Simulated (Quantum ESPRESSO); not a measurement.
Sn3Ru2AlTiZr, one composition in several site orders

Computed values, not a measurement. The program is pw.x of Quantum ESPRESSO 7.5 (plane-wave density functional theory). The cell is made up: eight metal atoms on a face-centred cubic lattice, with elements, volume, strain and displacements drawn at random and not relaxed, so it may be unstable or far from any real phase. PseudoDojo standard norm-conserving files set the functional (PBE unless stated); there is no spin polarisation or spin-orbit coupling, the Fermi-Dirac width of 0.25 eV means electrons at about 2900 K, and the masses in the input are unused placeholders. The tin pseudopotential is less sure than most, with forces differing by about three percent from a second method on plain tin. A spin test at this wide smearing found no moment, but such smearing suppresses magnetism that the real alloy may have.

The runs put one composition on the sites in different orders. Cell, positions, cutoff, mesh and smearing stay as in the input of run 1; sites are counted in its order. Stress in the tables is positive in tension.

Input of run 1:

```
&control calculation='scf', pseudo_dir='./dojo.nc.sr.pbe.v0_5.standard.upf', outdir='./o', disk_io='minimal', tprnfor=.true., tstress=.true. /
&system ibrav=0, nat=8, ntyp=5, nbnd=64, ecutwfc=84.00895049, nosym=.true., tot_charge=0,
 occupations='smearing', smearing='fd', degauss=0.0183746611
/
&electrons conv_thr=1.470e-08, electron_maxstep=70, mixing_beta=0.5 /
ATOMIC_SPECIES
Al 1.0 Al.upf
Ru 1.0 Ru.upf
Sn 1.0 Sn.upf
Ti 1.0 Ti.upf
Zr 1.0 Zr.upf
CELL_PARAMETERS angstrom
2.0128 4.0431 2.0566
2.1174 -4.0986 2.0632
4.1739 -0.049 -4.1635
ATOMIC_POSITIONS angstrom
Sn 0.0828 0.0066 0.0161
Ru 2.107 -0.0847 -2.0777
Ru 2.1261 -2.0574 -0.1371
Sn 4.2579 -1.9746 -2.1009
Al 2.0323 2.0378 0.0589
Sn 4.1034 1.9141 -2.1296
Ti 2.0249 0.0285 2.0685
Zr 4.1553 -0.0451 0.0889
K_POINTS automatic
5 5 4 1 1 1
```

```
run  elements on sites 1 to 8  free energy less that of run 1 (eV)  -TS (eV)  pressure (GPa)  stress xx (GPa)  stress yy (GPa)  stress zz (GPa)  stress yz (GPa)  stress xz (GPa)  stress xy (GPa)  iterations
  1   Sn Ru Ru Sn Al Sn Ti Zr                                0.000    -1.355           10.77            -8.33           -13.25           -10.72             0.93            -0.27            -0.28          14
  2   Al Ti Ru Sn Ru Sn Zr Sn                               -0.445    -1.276           10.01            -9.22           -12.10            -8.70            -1.40            -3.14            -1.35          13
  3   Al Ti Sn Ru Sn Zr Ru Sn                                0.654    -1.453           11.29            -8.75           -14.79           -10.34            -1.59            -0.98            -3.48          14
  4   Ru Ti Ru Sn Sn Zr Sn Al                               -0.002    -1.411           10.25            -9.77           -14.71            -6.29             2.47            -1.04             0.10          14
  5   Ru Zr Sn Ru Ti Sn Sn Al                                0.025    -1.407           10.54            -8.26           -15.63            -7.74             2.23            -1.66            -0.63          15
  6   Sn Sn Sn Zr Ti Al Ru Ru                               -0.416    -1.193           10.03            -8.46           -12.64            -8.99             2.81             3.40             1.45          12
```

Forces Fx Fy Fz (eV/Å):

| site | run 1 | run 2 | run 3 | run 4 | run 5 | run 6 |
| --- | --- | --- | --- | --- | --- | --- |
| 1 | 0.81 0.03 -2.68 | 0.57 -0.04 -1.87 | -1.09 -0.20 0.48 | -0.55 0.11 -0.23 | -0.31 0.12 -0.64 | -0.94 0.62 -0.44 |
| 2 | -0.13 0.28 -0.30 | -0.60 0.09 0.70 | 0.42 0.49 -0.33 | -0.68 0.46 0.84 | 0.39 0.63 -0.85 | -0.11 1.25 -0.90 |
| 3 | -0.59 -0.30 1.14 | 0.11 0.35 0.84 | -0.34 0.05 2.42 | 0.83 -0.07 -0.30 | 0.56 -0.29 1.60 | 0.28 -0.61 1.54 |
| 4 | -1.10 -1.24 0.31 | -0.68 -1.35 -0.40 | -0.47 -0.36 0.01 | -1.03 -0.98 -0.11 | -0.27 -0.52 0.20 | 0.41 -1.15 0.14 |
| 5 | 0.57 -0.04 -0.62 | -0.15 0.01 -0.44 | -0.92 -0.33 -0.23 | 0.44 0.00 -1.35 | -0.64 -0.06 -0.57 | -0.38 -0.12 -0.65 |
| 6 | -0.22 0.75 1.39 | 0.36 0.83 0.31 | 0.24 0.67 0.20 | -0.13 0.55 0.91 | -0.16 0.89 0.48 | 0.35 0.34 0.65 |
| 7 | 1.09 0.13 0.28 | 1.93 0.15 -0.32 | 0.76 -0.07 -0.27 | 1.49 -0.24 0.16 | 0.24 -0.56 0.68 | 0.18 0.01 0.25 |
| 8 | -0.43 0.39 0.48 | -1.52 -0.04 1.17 | 1.39 -0.26 -2.29 | -0.37 0.18 0.07 | 0.20 -0.21 -0.90 | 0.20 -0.35 -0.58 |

The sites are displaced and not relaxed, so the energy differences mix bonding between neighbours with strain and are not ordering energies. A rerun of one cell of this series at a higher cutoff and on a denser mesh moved values by no more than 0.004 eV in energy, 0.06 GPa in stress and 0.010 eV/Å in force, and a second program with other atomic files agreed on that cell to 2 % rms in force and 0.5 GPa in pressure.